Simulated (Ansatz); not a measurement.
CaTiO$_{3}$ (cubic perovskite, Pm-3m) under volume change, PBEsol (plane waves, PAW; program Ansatz), scaled uniformly.

| V (Å³/atom) | E − E(relaxed) (meV/atom) | P (GPa) |
|---|---|---|
| 10.312 | 64.4 | 21.96 |
| 10.652 | 27.1 | 13.45 |
| 10.992 | 6.4 | 6.21 |
| 11.332 | 0.0 | 0.02 |
| 11.672 | 5.6 | -5.25 |
| 12.012 | 21.7 | -9.75 |
| 12.352 | 46.6 | -13.59 |

### Question
What does a third-order Birch–Murnaghan fit give for V₀, B₀ and B′?

### Answer
V₀ = 11.33 Å³/atom, B₀ = 190 GPa, B′ = 4.3.

The workflow started from an entry of the Crystallography Open Database (COD), which files this formula under 5 space groups. Whether it is the stable phase at ambient conditions was not checked. Symmetry was held in the PBEsol relaxation; its stability against distortions is not shown here. The run is not spin-polarised.

Potentials: the later of the program's two PAW sets.
